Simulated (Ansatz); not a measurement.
An ordered 4-atom cell of MgHgSe2 on the zincblende lattice (P-4m2), relaxed with r2SCAN, was run in Ansatz 0.2.0 under altered settings. All numbers are computed, without spin polarisation but where a row says otherwise.

```yaml
crystal:
  lattice:
    - [4.31386, 0.00000, 0.00000]
    - [0.00000, 4.31386, 0.00000]
    - [0.00000, 0.00000, 5.98545]
  atoms:
    - { symbol: Mg, position: [0.00000, 0.00000, 0.00000] }
    - { symbol: Se, position: [0.00000, 0.50000, 0.23548] }
    - { symbol: Hg, position: [0.50000, 0.50000, 0.50000] }
    - { symbol: Se, position: [0.50000, 0.00000, 0.76452] }
```

The base run's other keys:
```yaml
kpoints:
  mp_grid: { grid: [4, 4, 2] }
hamiltonian:
  xc: hse06
scf:
  occupations: { method: fixed }
  n_extra_bands: 5
```

It takes 17 iterations with 2149 plane waves at 420 eV and 12 k points, and leaves a mean stress of 0.00 GPa. The gap over this mesh is 1.482 eV. It ran on 4 threads of Arm Neoverse N1 (shared host).

Outcomes, with energy and stress as changes against the base:
```csv
setting,outcome,ΔF (meV/atom),Δ mean stress (GPa),gap on the mesh (eV),iterations,wall time
"PBE hybrid, exx coeff 0.4, omega 0.3 1/Å",converged,–,-0.5,1.768,19,42 s
scf.occupations: cold 0.5 (narrowed to 0.20 eV by the program),converged,0.0,0.0,1.482,26,38 s
```
A dash marks a value that wasn't obtained or can't be compared. Stress is positive in compression. The base took 36 s. The base's mesh is coarse for a hybrid, so its own values aren't converged.

- PBE hybrid, exx coeff 0.4, omega 0.3 1/Å. That is 40 % exact exchange, screened with ω = 0.3 1/Å, against HSE06's 25 % screened at 0.208 1/Å. The mean stress moves by -0.5 GPa and the gap on the mesh by +0.286 eV (to 1.768). Totals of different functionals aren't comparable.

Within 1 meV an atom, 0.1 GPa and 0.005 eV of the base stay: scf.occupations: cold 0.5.

Spin-orbit coupling is left out; in compounds of Pb, Bi, Tl or Hg it can lower a gap by up to about 1 eV, split its edges or invert the bands.

The stress of a hybrid is loosely converged in these runs.

The meshes of the hybrids are coarse, so their gaps aren't converged to the digits shown.
